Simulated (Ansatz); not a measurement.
## 5 guesses for Ga3BSb2 and where they end

Method: DFT PBE, scalar-relativistic, plane waves, PAW (Ansatz 0.2.0). Settings: cutoff 420 eV, Γ-centred meshes spaced at most about 0.3 Å⁻¹, and about 0.25 Å⁻¹ or finer for metals (2π included), Gaussian smearing. No spin polarisation in the final relaxations.

Each guess was relaxed in cell and atoms at zero pressure, within the symmetry of its start. All energies are static (0 K, no zero-point motion). Coordination counts B or Sb atoms around Ga (for each partner element, those within 1.25 times its shortest distance or 1.15 times the sum of covalent radii, where it is the nearest in units of that sum or under 1.3; a plus sign parts groups by distance over the sum of covalent radii; the shortest distance is added where it exceeds 1.18 times the sum of covalent radii; a slash parts the counts of unlike sites).

| guess | made from | start group | V start (Å³/atom) | end group | V end (Å³/atom) | coordination at the end | gap on mesh (eV) | E over the lowest end (meV/atom) |
| --- | --- | --- | --- | --- | --- | --- | --- | --- |
| 1 | LuB2Os3 type | P6/mmm | 19.7 | P6/mmm | 23.3 | Ga 4 from 3.2 Å | 0 | 476 |
| 2 | Li3MnAs2 type | P-4m2 | 23.4 | P-4m2 | 23.2 | Ga 4/4 from 3.3 Å | 0 | 168 |
| 3 | Ti3NbAl2 type | P-3m1 | 22.7 | P-3m1 | 20.1 | Ga 3/6 from 4.6 Å | 0 | 0 |
| 4 | Li3Tl2Cd type | P4/mmm | 19.7 | ? | ? | ? | ? | ? |
| 5 | Sc2AlCo3 type | R-3m | 21.0 | R-3m | 20.4 | Ga 2+6 | 0 | 242 |

Guess 4 as it starts:

```
Ga B Sb
1.0
     3.39023    0.00000    0.00000
     0.00000    3.39023    0.00000
     0.00000    0.00000   10.26439
Ga B Sb
3 1 2
Direct
  0.00000 0.00000 0.83907
  0.00000 0.00000 0.16093
  0.00000 0.00000 0.50000
  0.50000 0.50000 0.00000
  0.50000 0.50000 0.32482
  0.50000 0.50000 0.67518
```

Question: Predict the end of this guess and its energy over the lowest end.

Answer: It ends in space group P4/mmm (No. 123), with a = 3.037 Å, c = 13.220 Å, 20.3 Å³/atom and no gap. It lies 159 meV/atom over the lowest end, above guess 3 and below guess 2. Counting B or Sb atoms around Ga, this end has Ga 8 from 2.5 Å/8 from 3.4 Å and the lowest (guess 3) has Ga 3/6 from 4.6 Å. This end holds Sb–Sb nets (shortest 3.04 Å); in the lowest (guess 3) the shortest Sb–Sb distance is 3.45 Å.

```cif
data_structure
_symmetry_space_group_name_H-M 'P4/mmm'
_symmetry_Int_Tables_number 123
_cell_length_a 3.0371
_cell_length_b 3.0371
_cell_length_c 13.2202
_cell_angle_alpha 90.000
_cell_angle_beta 90.000
_cell_angle_gamma 90.000
_cell_volume 121.95
loop_
_atom_site_label
_atom_site_type_symbol
_atom_site_symmetry_multiplicity
_atom_site_Wyckoff_symbol
_atom_site_fract_x
_atom_site_fract_y
_atom_site_fract_z
_atom_site_occupancy
Ga1 Ga 2 g 0.00000 0.00000 0.89730 1
Ga2 Ga 1 b 0.00000 0.00000 0.50000 1
B1 B 1 c 0.50000 0.50000 0.00000 1
Sb1 Sb 2 h 0.50000 0.50000 0.30069 1
```

Energies over the elements count from the elements' standard structures at the same level, with no fitted energy shifts.

Question: Is the lowest end bound against the elements?

Answer: No: its formation energy is +0.35 eV/atom. A positive value: parting into the elements would lower its energy.

For metals, differences of a few meV/atom aren't resolved. Weakly bound directions are ill-defined at this level, which has no dispersion term (P4/mmm), and this can change margins and order among such cells. Spin–orbit coupling, which can matter for Sb, is left out. Cells relaxed within their symmetry can be saddle points. A lower structure may well exist outside this small set. Some candidate types were left out of the draw beforehand, so a known form may be missing.
